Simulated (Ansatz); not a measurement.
Given:

Pb2Au:
```
Pb2Au
1.0
   -3.69931     3.69931     2.87402
    3.69931    -3.69931     2.87402
    3.69931     3.69931    -2.87402
Au Pb
2 4
Direct
  0.75000   0.75000   0.00000
  0.25000   0.25000   0.00000
  0.16039   0.66039   0.82078
  0.66039   0.83961   0.50000
  0.83961   0.33961   0.17922
  0.33961   0.16039   0.50000
```

This is the r²SCAN-relaxed structure.

Task: All from DFT-r²SCAN in the program Ansatz with PAW potentials, unless another level is named. Estimate the density of states at the Fermi level.

Result: 0.35 states/eV per atom (mean over ±0.08 eV).

Task: Next, the formation energy from the elements (no fitted shifts)?

Result: -0.082 eV/atom.

Space group I4/mcm. The workflow started from an entry of the Crystallography Open Database (COD). Whether it is the stable phase at ambient conditions was not checked. The cell was relaxed with r²SCAN under the symmetry of its start; whether a distortion lowers the energy is not shown. The references are the lowest solids computed at this level, not always the standard phases. Scalar-relativistic: spin–orbit coupling is off unless named, which matters more the heavier the elements.

Potentials: the later of the program's two PAW sets.
